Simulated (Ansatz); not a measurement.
Rb2CuBiCl6 in space group Fm-3m (No. 225; Rb on 8c, Cu on 4b, Bi on 4a, Cl on 24e), plane-wave PAW PBE (Ansatz code), all energies at zero smearing, with the estimated change up to a 700 eV cutoff added, with one set of potentials and settings (totals compare only within such a set). Cell of 10 atoms (2 Rb, 1 Cu, 1 Bi, 6 Cl): -32046.231 eV.

```
element             reference phase  E (eV/atom)
-------  --------------------------  -----------
Rb        Cmcm, 2 atoms in the cell   -3267.3525
Cu       Fm-3m, 1 atoms in the cell   -6625.1757
Bi        R-3m, 2 atoms in the cell  -12396.5536
Cl        Cmce, 4 atoms in the cell   -1079.4982
```

Formation energy per atom, worked out: (-32046.231 − 2×(-3267.3525) − 1×(-6625.1757) − 1×(-12396.5536) − 6×(-1079.4982))/10 = -1.281 eV/atom (-124 kJ per mol of atoms), at 0 K, without zero-point energy or fitted corrections.

The workflow started from a Materials Project entry (that database holds measured and hypothetical structures alike); the Crystallography Open Database copy checked does not list it. Its standing as an ambient phase is unchecked. The PBE relaxation kept the symmetry of its start; its stability against distortions is not shown here. No spin polarisation was allowed. The references are the lowest solids computed at this level, not always the standard phases (solids in place of the gases). Spin–orbit coupling is left out wherever it is not named.

Potentials: the later of the program's two PAW sets.
